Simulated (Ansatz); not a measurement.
Mg2Ge:
```xyz
3
Lattice="0.0000 3.1429 3.1429 3.1429 0.0000 3.1429 3.1429 3.1429 0.0000" Properties=species:S:1:pos:R:3 pbc="T T T"
Ge     0.0000     0.0000     0.0000
Mg     1.5714     1.5714     1.5714
Mg     4.7143     4.7143     4.7143
```

Relaxed with LDA.

Task: List the phonon frequencies at the special points (DFPT on a 3×3×3 q-mesh, Fourier-interpolated; the program Ansatz at the LDA level (PAW)).

Result: In cm⁻¹; no LO–TO term at Γ, as the run had none.

| q | frequencies |
|---|---|
| Γ | 0 0 0 221 221 221 261 261 261 |
| X | 126 126 147 156 156 178 256 256 337 |
| U | 118 134 145 163 173 196 253 256 314 |
| K | 118 134 145 163 173 196 253 256 314 |
| L | 90 90 172 219 226 226 230 230 293 |
| W | 131 141 141 144 167 220 220 287 298 |

Space group Fm-3m (anti-fluorite). The cell was relaxed with LDA under the symmetry of its start; phonons on a q-mesh show no instability.

Potentials: the later of the program's two PAW sets.
